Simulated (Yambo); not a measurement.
BSE-type run in Yambo on Zn₂P₂O₇ (space group C2/m, No. 12), at zero momentum.

Quantum ESPRESSO step (PBEsol, PseudoDojo standard norm-conserving files, scalar-relativistic):
```
&CONTROL
  calculation = 'nscf'
  pseudo_dir = './pseudo'
  outdir = './out'
/
&SYSTEM
  ibrav = 0
  nat = 11
  ntyp = 3
  ecutwfc = 84.0
  ecutrho = 336.0
  occupations = 'fixed'
  force_symmorphic = .true.
  nbnd = 95
/
&ELECTRONS
  conv_thr = 1.1000000000000001e-08
  diago_full_acc = .true.
  diago_thr_init = 1e-08
/
ATOMIC_SPECIES
O 15.9990 O.upf
P 30.9738 P.upf
Zn 65.3800 Zn.upf
CELL_PARAMETERS angstrom
  3.326265000000  -4.194315000000   0.000000000000
  3.326265000000   4.194315000000   0.000000000000
 -1.160293000000   0.000000000000   4.408350000000
ATOMIC_POSITIONS crystal
O   0.626060000000   0.930200000000   0.277080000000
O   0.373940000000   0.069800000000   0.722920000000
O   0.069800000000   0.373940000000   0.722920000000
O   0.930200000000   0.626060000000   0.277080000000
O   0.380110000000   0.380110000000   0.212780000000
O   0.619890000000   0.619890000000   0.787220000000
O   0.000000000000   0.000000000000   0.000000000000
P   0.785450000000   0.785450000000   0.092920000000
P   0.214550000000   0.214550000000   0.907080000000
Zn   0.309340000000   0.690660000000   0.500000000000
Zn   0.690660000000   0.309340000000   0.500000000000
K_POINTS automatic
4 4 4 0 0 0
```

Yambo input:
```
rim_cut
optics
bse
bss
dipoles
em1s
RandQpts= 1000000
RandGvec= 1 Ry
FFTGvecs= 40 Ry
Chimod= "HARTREE"
BSKmod= "SEX"
BSEmod= "resonant"
BSSmod= "hs"
BSENGexx= 15 Ry
BSENGBlk= 3 Ry
% BSEQptR
 1 | 1 |
%
% BSEBands
 24 | 52 |
%
% BEnRange
 0.0 | 9.7 | eV
%
% BDmRange
 0.15 | 0.15 | eV
%
BEnSteps= 194
% BLongDir
 1.0 | 0.0 | 0.0 |
%
BSHayTrs= -0.02
BSSNEig= 24
WRbsWF
% BndsRnXs
 9 | 91 |
%
NGsBlkXs= 3 Ry
% LongDrXs
 1.0 | 1.0 | 1.0 |
%
```

From the report:

The dimension is k points × valence × conduction bands = 64 × 23 × 6 = 8832.
```
  [SLEPC] Approach                          : Krylov-Schur
  [SLEPC] Number of requested eigenvalues   :  24
  [SLEPC] Number of eigenvalues        [NEV]:  24
   [K] Dimension                                    :   8832
   [K] Bands                                        :   24   52
   [K] Exchange res                                 : yes
   [K] Correlation res                              : yes
   [K] W interaction is bare                        : no
   [K] RL vectors exchange                          :   823
   [K] RL vectors correlation                       :   77
   [W] Matrix size                                  :   77
   [W] Bands                                        :    9   91
   [W] Coulomb Cutoff                               : none
   [W] Hxc Kernel                                   : HARTREE
```

Geometry of the Materials Project entry, not relaxed at this level.

The structure is a Materials Project entry; no match was found in the copy of COD used, and its stability was not checked.

With a shallow 3d shell G0W0 needs far more bands and larger blocks than here, so the scissor is uncertain by tenths of an eV or more.
